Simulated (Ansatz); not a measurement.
## Relaxing a structure of TaRu

The start is a generated trial cell of TaRu. A full variable-cell relaxation at zero pressure is run with PBEsol (plane waves to 420 eV, PAW, scalar-relativistic; Ansatz, a first-principles code). The first steps use a coarse 6×9×5 k-mesh.

The start:
```
CELL_PARAMETERS angstrom
      5.58040     0.00000     0.00000
      0.00000     3.68279     0.00000
      0.00000     0.00000     6.19464
ATOMIC_POSITIONS crystal
  Ru 0.00200 0.25000 0.79970
  Ru 0.99800 0.75000 0.20030
  Ru 0.49800 0.75000 0.29970
  Ru 0.50200 0.25000 0.70030
  Ta 0.19960 0.25000 0.41330
  Ta 0.80040 0.75000 0.58670
  Ta 0.30040 0.75000 0.91330
  Ta 0.69960 0.25000 0.08670
```

```json
{
 "initial_pressure": "+18.4 GPa (positive: the cell is compressed)",
 "largest_initial_force": "1.52 eV/Å, on Ta5, Ta6, Ta7, Ta8 (atoms numbered as listed)",
 "outcome": "The space group stays Pnma (No. 62) (the run could not lower it), with 8 atoms in the primitive cell",
 "energy_released": "0.42 eV/atom",
 "Shortest distances (start → end)": "The closest pairs of elements (up to four, under 3.6 Å), start → end: Ru–Ta 2.45 → 2.57 Å; Ru–Ru 2.86 → 2.85 Å; Ta–Ta 3.08 → 2.98 Å",
 "band_gap_at_the_end": "no gap (metallic)",
 "optimiser_moves": "24"
}
```

It ends as:

Space group Pnma (No. 62); a = 5.275 Å, b = 4.423 Å, c = 5.377 Å, α = 90.00°, β = 90.00°, γ = 90.00°

| atom | site | symmetry | x | y | z |
|---|---|---|---|---|---|
| Ru | 4c | .m. | 0.0814 | 0.2500 | 0.8524 |
| Ta | 4c | .m. | 0.1456 | 0.2500 | 0.3785 |

Final values are on a 9×11×9 k-mesh of the relaxed cell. No spin polarisation in the result.

The run could not lose the symmetry of its start, so the end can be a saddle point.

The relaxed structure here is a generated cell of TaRu: the first start was made by placing the elements on the sites of a structure type, and the end was not matched to a known phase here, so it may be hypothetical.
